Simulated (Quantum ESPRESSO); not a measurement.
**Cheap against tight settings: SiC**

```
CSi
1.0
    3.07351     0.00000     0.00000
   -1.53676     2.66174     0.00000
    0.00000     0.00000     5.04525
Si C
2 2
Cartesian
  0.00000   1.77449   2.52061
  1.53675   0.88725   5.04323
  0.00000   1.77449   4.41661
  1.53675   0.88725   1.89399
```
The cell comes from the Materials Project (a computed structure). It is SiC in P6₃mc. Stability against distortions was not tested.

Method: σ by GIPAW with PBE in a modified build of Quantum ESPRESSO, on JTH PAW datasets. The cutoff rises from row to row, with the meshes as listed. Costs are rough, from a shared machine. These are absolute shieldings with no macroscopic susceptibility term; δ = σ_ref − σ needs a reference computed alike. The datasets of Si hold no d projectors, which limits absolute σ on these atoms.

```csv
setting,cutoff (Ha),k-mesh
A,12,5×5×3 shifted
B,20,9×9×5 shifted
C,30,12×12×7 shifted
```

Problem. From which setting on does σ_iso C (ppm) stay within 1 of the tightest run?

Solution. From B on. Differences from the tightest run: A 5.3, B -0.1.

| setting | cutoff (Ha) | k-mesh | σ_iso Si (ppm) | σ_iso C (ppm) | f-sum rule missed by (%) | rough cost ratio |
|---|---|---|---|---|---|---|
| A | 12 | 5×5×3 shifted | 362.1 | 152.6 | 1.7 | about 1 |
| B | 20 | 9×9×5 shifted | 358.1 | 147.2 | 0.05 | 10 |
| C | 30 | 12×12×7 shifted | 358.7 | 147.3 | 0.00 | 40 |
